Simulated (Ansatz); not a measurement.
A distorted cell of ZnO (wurtzite):

```
ZnO
1.0
    6.47037     0.00000     0.00000
   -1.61759     2.80175     0.00000
    0.00000     0.00000     5.21141
Zn O
4 4
Direct
  0.37140   0.37140   0.98427
  0.79527   0.29527   0.02056
  0.20473   0.70473   0.52056
  0.62860   0.62860   0.48427
  0.33607   0.33607   0.62871
  0.83059   0.33059   0.61687
  0.16941   0.66941   0.11687
  0.66393   0.66393   0.12871
```

Computed with r2SCAN (plane waves to 500 eV, PAW, scalar-relativistic; Ansatz, an electronic-structure program). k mesh 6×12×7 (Γ-centred), Fermi-Dirac smearing 0.05 eV. Compression counts positive. ZnO was relaxed with its symmetry unable to fall.

### Question
What forces act on the atoms (eV/Å, Cartesian)?

### Answer
```
atom      Fx      Fy      Fz
----  ------  ------  ------
Zn1   -3.199  -1.847   1.117
Zn2    2.610   1.507  -1.527
Zn3   -2.610  -1.507  -1.527
Zn4    3.199   1.847   1.117
O5    -0.812  -0.469   0.203
O6    -0.440  -0.254   0.208
O7     0.440   0.254   0.208
O8     0.812   0.469   0.203
```

### Question
What is the stress tensor (GPa)?

### Answer
```
   5.00    -1.07     0.00
  -1.07     6.24     0.00
   0.00     0.00     5.04
```
The pressure, a third of the trace, is 5.43 GPa.

(For displaced atoms, the force is minus the slope of the energy, and its curvature is a force constant, which sets phonon frequencies.)
